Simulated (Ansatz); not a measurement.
Trial structure of SbSe2, not yet relaxed:

```
Sb Se
1.0
     0.00000    3.49474    3.49474
     3.49474    0.00000    3.49474
     3.49474    3.49474    0.00000
Sb Se
1 2
Direct
  0.00000 0.00000 0.00000
  0.25000 0.25000 0.25000
  0.75000 0.75000 0.75000
```

These are results of Ansatz 0.2.0, DFT PBE, scalar-relativistic, plane waves, PAW, not measurements. Plane waves to 420 eV, a k mesh through Γ of 4×4×4 on the computed 3-atom cell and Gaussian smearing (0.10 eV); no spin polarisation.

The zero of energy is the elements' standard structures at the same level; no fitted shifts are applied.

Problem. How far from equilibrium is it?

Solution. The pressure is -1.8 GPa (it wants to contract), the largest force is 0.00 eV/Å (symmetry fixes the atoms), and the energy is +0.12 eV/atom against the elements. The shortest distance is 3.03 Å.

Problem. How much does it gain on relaxing, and where does it end?

Solution. Relaxing gains under 0.1 eV/atom (the start's value is from the coarse mesh, so the gain is rough) in 7 ionic steps and ends at +0.12 eV/atom on the finer mesh. The symmetry stays Fm-3m (No. 225). The end has the fluorite type. The volume per atom shrinks by 3.3 %, from 28.5 to 27.5 Å³. The shortest distance goes from 3.03 Å (Sb–Se) to 2.99 Å (Sb–Se). Conventional cell: a = 6.913 Å. Sb is surrounded by 8 Se at 2.99 Å; around Se lie 4 Sb at 2.99 Å and 6 Se at 3.46 Å.

The last run used a 12×12×12 mesh for its 3-atom cell and Gaussian smearing of 0.10 eV. Spin–orbit coupling, which can matter for Sb, is left out. An odd number of electrons in the primitive cell allows no gap without spin; a larger cell or a magnetic state could open one. The cell is a metal run without spin; a magnetic state may lie lower. The reference form of Se is held partly by dispersion forces, which this level lacks. The relaxation can't lower the symmetry of the start. Symmetry constrained the relaxation, so the result can be a saddle point.
